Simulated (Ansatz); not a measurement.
## Profile along the Gd–Gd line in Gd (hcp, Mg type)

Gd (hcp, Mg type)

```xyz
2
Lattice="3.6392 0.0000 0.0000 -1.8196 3.1517 0.0000 0.0000 0.0000 5.9092" Properties=species:S:1:pos:R:3 pbc="T T T"
Gd     0.0000     2.1011     4.4319
Gd     1.8196     1.0506     1.4773
```

Fields along a shortest Gd–Gd line of a (1 -1 0 0) plane (3.64 Å), from Gd to Gd, interpolated on the slice's grid (step about 0.2 Å). Method: r2SCAN (plane waves to 500 eV, PAW, scalar-relativistic; Ansatz, an electronic-structure program). k mesh 15×15×8. These are valence fields of a PAW run, semicore shells included where kept as valence: close to a nucleus they are smooth pseudo fields. Gd was relaxed with its symmetry unable to fall. Relaxed Gd ends ferromagnetic. Other magnetic orders were not checked, so this need not be the ground state. The f-shell state is unchecked: a lower one may exist.

| distance from Gd (Å) | valence electron density (e/Å³) | spin density, up minus down (e/Å³) | electron localisation function | ELF of the up spins | ELF of the down spins |
|---|---|---|---|---|---|
| 0.00 | 13.49 | 15.61 | x | x | x |
| 0.18 | 12.56 | 13.27 | x | x | x |
| 0.36 | 9.75 | 7.99 | x | x | x |
| 0.55 | 5.91 | 3.25 | 0.84 | 0.80 | 0.88 |
| 0.73 | 2.80 | 0.87 | 0.82 | 0.76 | 0.89 |
| 0.91 | 1.14 | 0.20 | 0.67 | 0.60 | 0.79 |
| 1.09 | 0.46 | 0.07 | 0.38 | 0.33 | 0.48 |
| 1.27 | 0.21 | 0.04 | 0.15 | 0.15 | 0.15 |
| 1.46 | 0.13 | 0.03 | 0.10 | 0.13 | 0.07 |
| 1.64 | 0.10 | 0.03 | 0.16 | 0.20 | 0.09 |
| 1.82 | 0.10 | 0.03 | 0.20 | 0.26 | 0.11 |
| 2.00 | 0.10 | 0.03 | 0.16 | 0.20 | 0.09 |
| 2.18 | 0.13 | 0.03 | 0.10 | 0.13 | 0.07 |
| 2.37 | 0.21 | 0.04 | 0.15 | 0.15 | 0.15 |
| 2.55 | 0.46 | 0.07 | 0.38 | 0.33 | 0.48 |
| 2.73 | 1.14 | 0.20 | 0.67 | 0.60 | 0.79 |
| 2.91 | 2.80 | 0.87 | 0.82 | 0.76 | 0.89 |
| 3.09 | 5.91 | 3.25 | 0.84 | 0.80 | 0.88 |
| 3.28 | 9.75 | 7.99 | x | x | x |
| 3.46 | 12.56 | 13.27 | x | x | x |
| 3.64 | 13.49 | 15.61 | x | x | x |

x: too close to a nucleus for the ELF to mean much.

Density on the Gd–Gd line (3.64 Å) at its midpoint: 0.10 e/Å³. ELF at that point: 0.20.
